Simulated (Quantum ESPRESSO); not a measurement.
Band energies of HgSe

```
HgSe
1.0
    0.00000     3.06614     3.06614
    3.06614     0.00000     3.06614
    3.06614     3.06614     0.00000
Se Hg
1 1
Direct
  0.25000   0.25000   0.25000
  0.00000   0.00000   0.00000
```

norm-conserving PBEsol (Quantum ESPRESSO, 86 Ry, without SOC); path ΓXWKΓLUWLK,UX; energies in eV from the Fermi level.

```csv
k (1/Å),point,band 14,band 15,band 16,band 17,band 18,band 19,band 20,band 21
0.00,Γ,-6.32,-6.32,-1.09,-0.02,-0.02,-0.02,5.44,5.44
0.23,,-6.34,-6.31,-1.86,-0.34,-0.34,0.82,4.70,5.84
0.57,,-6.37,-6.26,-3.48,-1.42,-1.42,2.35,3.37,7.45
0.80,,-6.23,-6.22,-4.47,-2.01,-2.01,2.68,3.01,7.83
1.02,X,-6.22,-5.98,-5.02,-2.24,-2.24,2.69,2.92,8.22
1.15,,-6.23,-5.94,-5.05,-2.30,-2.26,2.79,3.11,8.10
1.54,W,-6.38,-5.75,-5.21,-2.66,-2.37,3.49,5.03,5.95
1.78,,-6.29,-5.81,-5.18,-2.79,-1.96,3.01,4.45,7.16
1.90,K,-6.27,-5.83,-5.17,-2.82,-1.83,2.83,4.38,7.76
2.10,,-6.32,-6.07,-4.92,-2.77,-1.37,2.72,5.08,6.69
2.29,,-6.35,-6.24,-4.25,-2.24,-0.88,2.30,5.51,5.66
2.59,,-6.35,-6.30,-2.82,-0.98,-0.29,1.29,4.82,5.88
2.89,,-6.33,-6.32,-1.31,-0.09,-0.04,0.17,5.31,5.47
2.99,Γ,-6.32,-6.32,-1.09,-0.02,-0.02,-0.02,5.44,5.44
3.08,,-6.32,-6.32,-1.31,-0.05,-0.05,0.15,5.32,5.49
3.38,,-6.32,-6.32,-2.95,-0.43,-0.43,0.91,5.10,5.96
3.58,,-6.31,-6.31,-4.15,-0.74,-0.74,1.03,5.83,6.16
3.87,L,-6.28,-6.02,-5.41,-0.95,-0.95,1.01,6.19,6.19
4.19,,-6.29,-5.97,-5.22,-2.15,-1.29,2.25,5.22,6.82
4.40,,-6.28,-5.88,-5.15,-2.79,-1.68,2.79,4.67,7.31
4.50,U,-6.27,-5.83,-5.17,-2.82,-1.83,2.83,4.38,7.76
4.74,,-6.33,-5.78,-5.19,-2.71,-2.22,3.35,4.72,6.38
4.86,W,-6.38,-5.75,-5.21,-2.66,-2.37,3.49,5.03,5.95
4.95,,-6.38,-5.78,-5.19,-2.71,-2.24,3.43,5.05,5.91
5.23,,-6.30,-5.96,-5.18,-2.31,-1.47,2.54,5.20,6.18
5.50,,-6.28,-6.02,-5.39,-1.13,-0.99,1.19,6.02,6.25
5.59,L,-6.28,-6.02,-5.41,-0.95,-0.95,1.01,6.19,6.19
5.68,,-6.28,-6.02,-5.39,-1.13,-0.99,1.19,6.02,6.25
5.95,,-6.29,-5.96,-5.19,-2.34,-1.38,2.43,5.09,6.85
6.13,,-6.28,-5.87,-5.15,-2.80,-1.71,2.80,4.63,7.38
6.21,K,-6.27,-5.83,-5.17,-2.82,-1.83,2.83,4.38,7.76
6.21,U,-6.27,-5.83,-5.17,-2.82,-1.83,2.83,4.38,7.76
6.31,,-6.25,-5.85,-5.13,-2.68,-2.00,2.81,3.87,7.87
6.58,X,-6.22,-5.98,-5.02,-2.24,-2.24,2.69,2.92,8.22
```

At this level the gap is closed or nearly so: along the path the highest valence and lowest conduction bands touch, or overlap by less than 0.6 eV, a zero-gap or semimetallic result; the valence top lies at Γ, the conduction bottom at Γ.

Spin-orbit coupling is left out, which matters for elements this heavy: edges can move by tenths of an eV.

Geometry relaxed with PBEsol.
